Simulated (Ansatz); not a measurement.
**Ga₄Sb₃As: relaxed-ion elastic tensor**

Theory: DFT PBE, scalar-relativistic, plane waves, PAW (Ansatz 0.2.0). Cutoff 420 eV, 6×6×6 k-points (Γ-centred), Fermi-Dirac smearing of 0.15 eV. No spin polarisation.

Relaxed structure:
```
Ga Sb As
1.0
     6.10196    0.00000    0.00000
     0.00000    6.10196    0.00000
     0.00000    0.00000    6.10196
Ga Sb As
4 3 1
Direct
  0.75883 0.75883 0.75883
  0.75883 0.24117 0.24117
  0.24117 0.75883 0.24117
  0.24117 0.24117 0.75883
  0.50000 0.50000 0.00000
  0.50000 0.00000 0.50000
  0.00000 0.50000 0.50000
  0.00000 0.00000 0.00000
```

The cell was found from a structure generator's guess, not taken from experiment. In a metal, frequencies and elastic constants depend on the k mesh and the smearing, soft modes and shear constants most. Spin–orbit coupling is left out, which matters for heavy elements.

(1) Give the relaxed-ion elastic constants (GPa, Voigt order xx yy zz yz xz xy, on the Cartesian axes of the cell above).

(2) Is the crystal stable against homogeneous strain?

(3) And the moduli of a polycrystal (Hill averages)?

Answers

(1)
```
76.3 33.0 33.0  0.0  0.0  0.0
33.0 76.3 33.0  0.0  0.0  0.0
33.0 33.0 76.3  0.0  0.0  0.0
 0.0  0.0  0.0 37.1  0.0  0.0
 0.0  0.0  0.0  0.0 37.1  0.0
 0.0  0.0  0.0  0.0  0.0 37.1
```

(2) Yes: the least eigenvalue of the tensor is 37.1 GPa.

(3) B = 47 GPa, G = 30 GPa, E = 74 GPa, ν = 0.24.
